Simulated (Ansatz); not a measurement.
Input:

Si:
```xyz
7
Lattice="4.9799 0.0000 0.0000 0.0000 4.9799 0.0000 0.0000 0.0000 4.9799" Properties=species:S:1:pos:R:3 pbc="T T T"
Si     0.9495     0.9495     0.9495
Si     0.0000     2.4899     2.4899
Si     0.9495     4.0304     4.0304
Si     2.4899     0.0000     2.4899
Si     4.0304     0.9495     4.0304
Si     2.4899     2.4899     0.0000
Si     4.0304     4.0304     0.9495
```

This is the PBEsol-relaxed structure.

### Question
All from plane-wave PAW PBEsol (Ansatz code), unless another level is named. Estimate the Young's modulus.

### Answer
66.6 GPa.

### Question
And the highest zone-centre frequency?

### Answer
50.0 meV.

Space group P-43m. The start of the workflow was typed in or built on a structure type; neither database checked (COD, Materials Project) lists it. It is not the phase usual at ambient conditions (space group No. 227). The PBEsol relaxation kept the symmetry of its start; of distortions, only those at the zone centre were tested. The volume moved by -23 % from the start of the relaxation.

Potentials: the later of the program's two PAW sets.
